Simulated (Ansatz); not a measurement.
Mo2C:
```cif
data_C4Mo8
_chemical_formula_sum 'Mo8 C4'
_space_group_name_H-M_alt 'P 1'
_space_group_IT_number 1
_cell_length_a 4.72384
_cell_length_b 6.04861
_cell_length_c 5.21107
_cell_angle_alpha 90.000
_cell_angle_beta 90.000
_cell_angle_gamma 90.000
loop_
_space_group_symop_operation_xyz
  'x, y, z'
loop_
_atom_site_label
_atom_site_type_symbol
_atom_site_fract_x
_atom_site_fract_y
_atom_site_fract_z
_atom_site_occupancy
Mo1 Mo 0.24480 0.87850 0.07961 1
Mo2 Mo 0.75520 0.12150 0.92039 1
Mo3 Mo 0.25520 0.62150 0.57961 1
Mo4 Mo 0.74480 0.37850 0.42039 1
Mo5 Mo 0.74480 0.62150 0.92039 1
Mo6 Mo 0.25520 0.37850 0.07961 1
Mo7 Mo 0.75520 0.87850 0.42039 1
Mo8 Mo 0.24480 0.12150 0.57961 1
C1 C 0.50000 0.87746 0.75000 1
C2 C 0.50000 0.12254 0.25000 1
C3 C 0.00000 0.62254 0.25000 1
C4 C 0.00000 0.37746 0.75000 1
```

Relaxed with r²SCAN.

Problem. Tabulate the valence density and the electron localisation function along the shortest Mo–C contact (2.10 Å), DFT-r²SCAN in the program Ansatz with PAW potentials.

Solution. 

```
distance from Mo (Å)  density (e/Å³)   ELF
--------------------  --------------  ----
0.21                            6.95  0.48
0.31                            6.64  0.62
0.42                            5.87  0.70
0.52                            4.71  0.73
0.63                            3.43  0.69
0.73                            2.29  0.58
0.84                            1.47  0.42
0.94                            0.98  0.30
1.05                            0.77  0.29
1.15                            0.74  0.40
1.26                            0.81  0.58
1.36                            0.97  0.72
1.47                            1.19  0.75
1.57                            1.43  0.70
1.68                            1.62  0.54
1.78                            1.69  0.30
1.89                            1.61  0.09
```

The density is the valence pseudo-density with augmentation charge, so density and ELF within about 1 Å of a nucleus are not all-electron values.

Space group Pbcn. The workflow started from a Materials Project entry (that database holds measured and hypothetical structures alike); the Crystallography Open Database files this formula in space group No. 60, but the cells were not matched. Its standing as an ambient phase is unchecked. The r²SCAN relaxation kept the symmetry of its start; its stability against distortions is not shown here. No spin polarisation was allowed.

Potentials: the earlier of the program's two PAW sets.
